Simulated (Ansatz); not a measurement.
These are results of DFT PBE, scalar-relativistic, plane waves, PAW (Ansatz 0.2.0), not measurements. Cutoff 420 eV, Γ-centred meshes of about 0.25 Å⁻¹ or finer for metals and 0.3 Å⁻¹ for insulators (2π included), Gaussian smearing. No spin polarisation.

These are static total energies at zero pressure.

Two relaxed structures of In₂Te₂O:

A.

```xyz
5
Lattice="-2.2391 6.1975 3.0406 2.2391 -6.1975 3.0406 2.2391 6.1975 -3.0406" Properties=species:S:1:pos:R:3 pbc="T T T"
In    0.0000    7.9798    0.2372
In    0.0000    4.4152    0.2372
Te    0.0000    1.8551    1.4469
Te    2.2391    4.3424   -1.5937
O     0.0000    6.1975    1.1927
```

B.

```xyz
10
Lattice="6.2136 -3.7707 0.0000 6.2136 3.7707 0.0000 0.0000 0.0000 7.1735" Properties=species:S:1:pos:R:3 pbc="T T T"
In    7.9994    2.5034    1.5864
In    4.4278    2.5034    1.5864
In    7.9994   -2.5034    5.1732
In    4.4278   -2.5034    5.1732
Te    8.0718   -2.2339    2.2922
Te    4.3554   -2.2339    2.2922
Te    4.3554    2.2339    5.8789
Te    8.0718    2.2339    5.8789
O     6.2136    1.8339    2.2641
O     6.2136   -1.8339    5.8508
```

Question: Which is lower in energy, and by how much?

Answer: They are level within the accuracy (2 meV/atom apart, with A the lower in these runs). A has space group Imm2 (No. 44), 33.8 Å³/atom and a gap of 1.14 eV on its mesh; B has space group Cmc2_1 (No. 36), 33.6 Å³/atom and a gap of 1.20 eV. Counting O or Te atoms around In (for each partner element, those within 1.25 times its shortest distance or 1.15 times the sum of covalent radii, where it is the nearest in units of that sum or under 1.3), A and B both have In 4. Both come from trial cells of a structure search, whose lowest cell (P1, 35.0 Å³/atom) lies 27 meV/atom below the lower of the two.

These runs have no spin–orbit coupling, which can matter for Te. Kohn–Sham gaps at this level usually fall short of measured ones. The missing spin–orbit coupling can work the other way here. With atoms moved at random, B came back. A had no clear such test and can be a saddle point. Some structure types and database cells were kept out of the candidates from the start, so a known form may be missing.
